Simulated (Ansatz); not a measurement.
Below is a relaxed structure of MgCd3Te4. The cell was found from a structure generator's guess, not taken from experiment.

These are results of Ansatz 0.2.0, DFT PBE, scalar-relativistic, plane waves, PAW, not measurements. Cutoff 420 eV, Γ-centred mesh, Gaussian smearing, no spin polarisation.

```yaml
crystal:
  lattice:
    - [4.66957, 0.00000, 0.00000]
    - [0.00000, 4.66957, 0.00000]
    - [0.00000, 0.00000, 13.13422]
  atoms:
    - { symbol: Mg, position: [0.00000, 0.00000, 0.00000] }
    - { symbol: Cd, position: [0.50000, 0.50000, 0.24752] }
    - { symbol: Cd, position: [0.00000, 0.00000, 0.50000] }
    - { symbol: Cd, position: [0.50000, 0.50000, 0.75248] }
    - { symbol: Te, position: [0.50000, 0.00000, 0.12072] }
    - { symbol: Te, position: [0.00000, 0.50000, 0.37378] }
    - { symbol: Te, position: [0.50000, 0.00000, 0.62622] }
    - { symbol: Te, position: [0.00000, 0.50000, 0.87928] }
```

The zero of energy is the elements' standard structures at the same level; no fitted shifts are applied.

Task: Find its symmetry and describe it.

Result: P-4m2 (No. 115), with Mg and Cd ordered on zinc blende sites. Conventional cell: a = 4.670 Å, c = 13.134 Å. Mg is surrounded by 4 Te at 2.82 Å; Cd on a site of symmetry 2mm has 4 Te at 2.86–2.87 Å; around Cd on a site of symmetry -4m2 lie 4 Te at 2.86 Å; Te on its first site is surrounded by 2 Mg at 2.82 Å and 2 Cd at 2.87 Å; 1 more site not described.

Task: How far does it lie from the elements in energy?

Result: −0.566 eV/atom. Whether it is stable depends on the other phases of the system, which aren't compared here.

Task: Is it a metal?

Result: No, the gap on the 6×6×2 mesh is 0.96 eV.

The last run used a 6×6×2 mesh (in the run's order of axes) for its 8-atom cell and Gaussian smearing of 0.02 eV. Spin–orbit coupling, which can matter for Te, is left out. Kohn–Sham gaps at this level usually fall short of measured ones. The missing spin–orbit coupling can work the other way here. The reference form of Te is held partly by dispersion forces, which this level lacks. A later test with randomly moved atoms came back to the same energy, though modes that don't fit the test's cell weren't probed.
